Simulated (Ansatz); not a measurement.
## Property card for CaZn2Sb2

CaZn2Sb2:
```
CaZn2Sb2
1.0
    4.44050     0.00000     0.00000
   -2.22025     3.84558     0.00000
    0.00000     0.00000     7.46149
Zn Ca Sb
2 1 2
Cartesian
  0.00000   2.56372   4.71498
  2.22025   1.28186   2.74651
  0.00000   0.00000   0.00000
  0.00000   2.56372   1.93037
  2.22025   1.28186   5.53112
```

Space group P-3m1 (No. 164); conventional cell a = b = 4.440 Å, c = 7.461 Å, α = β = 90.00°, γ = 120.00°.

Method: the program Ansatz at the r²SCAN level (PAW). The cell and atoms are relaxed at this level. Other levels are named where they apply.

**Cell and energy**

Volume per atom: 25.48 Å³
Density: 5.40 g/cm³
Formation energy from the elements (no fitted shifts): -0.56 eV/atom

**Electronic structure**

Band gap: 0.13 eV (smallest direct gap 0.13 eV)
Valence-band maximum: at Γ
Conduction-band minimum: on the Γ–A line, 10 % of the way from Γ (2 equivalent valleys)
Electron effective mass: 0.093, 0.093, 2.4 mₑ (principal values)
Hole effective mass, band 1 of 2 at the edge: 0.33 along x, 0.43 along z (mₑ)
Hole effective mass, band 2 of 2 at the edge: 0.074 along x, 0.43 along z (mₑ)
Gap with spin–orbit coupling: none (metallic)

**Mechanics**

- Bulk modulus (Birch–Murnaghan fit) = 50.1 GPa
- Pressure derivative B′ = 4.3

The workflow started from an entry of the Crystallography Open Database (COD). Whether it is the stable phase at ambient conditions was not checked. Symmetry was held in the r²SCAN relaxation; its stability against distortions is not shown here. The references are the lowest solids computed at this level, not always the standard phases. Spin–orbit coupling is left out wherever it is not named.

Potentials: the later of the program's two PAW sets.
